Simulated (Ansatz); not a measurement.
MgSe (rock salt, Fm-3m), the program Ansatz at the PBE level (PAW). The conduction-band minimum lies at X, with 3 equivalent valleys. Second derivatives d²E/dk² of the lowest band at one valley (eV·Å²), along Cartesian directions:

```tsv
direction	d²E/dk²
[100]	15.88
[010]	32.31
[001]	32.31
[110]	24.10
[101]	24.10
[011]	32.27
```

**Question.** Find the principal effective masses, the density-of-states mass and the conductivity mass.

**Answer.** Off-diagonal terms follow from H_xy = H[110] − (H_xx + H_yy)/2, and m*/mₑ = 7.620 eV·Å² over each eigenvalue: 0.24, 0.24, 0.48. One valley's DOS mass (m₁m₂m₃)^(1/3) = 0.30, conductivity mass 3/(Σ 1/mᵢ) = 0.28 mₑ.

**Question.** What effective density of states Nc follows at 300 K for parabolic valleys?

**Answer.** Nc = 2.509e19 × 3 × (0.30)^(3/2) ≈ 1.2e19 cm⁻³.

The cell was relaxed with PBE under the symmetry of its start. Spin–orbit coupling is left out wherever it is not named.

Potentials: the later of the program's two PAW sets.

Edges and masses are those of Kohn–Sham bands, whose gap is no quasiparticle gap.
